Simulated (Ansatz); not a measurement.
GaN:
```
GaN
1.0
    3.15071     0.00000     0.00000
   -1.57536     2.72860     0.00000
    0.00000     0.00000    15.42785
Ga N
6 6
Cartesian
  0.00000   0.00000  15.42413
  0.00000   0.00000   7.71021
  1.57536   0.90953  12.85531
  0.00000   1.81906   5.14138
  1.57536   0.90953   2.56963
  0.00000   1.81906  10.28356
  0.00000   0.00000  13.49395
  0.00000   0.00000   5.78002
  1.57536   0.90953  10.92415
  0.00000   1.81906   3.21022
  1.57536   0.90953   0.63874
  0.00000   1.81906   8.35266
```

This is the LDA-relaxed structure.

Q: All from LDA (plane waves, PAW; program Ansatz), unless another level is named. Predict the formation energy from the elements (no fitted shifts).

A: -0.73 eV/atom.

Q: And the electron effective mass?

A: 0.18 mₑ (isotropic).

Q: Predict the band gap.

A: 2.01 eV (direct).

Q: Give the valence-band maximum.

A: at Γ.

Space group P6_3mc. A made-up cell: these elements were put on the sites of a structure type. Its sites differ from those of the usual phase in this space group: another stacking or structure type. Symmetry was held in the LDA relaxation; phonons on a q-mesh show no instability. The references are the lowest solids computed at this level, not always the standard phases (solids in place of the gases). Spin–orbit coupling is left out wherever it is not named.

Potentials: the later of the program's two PAW sets.
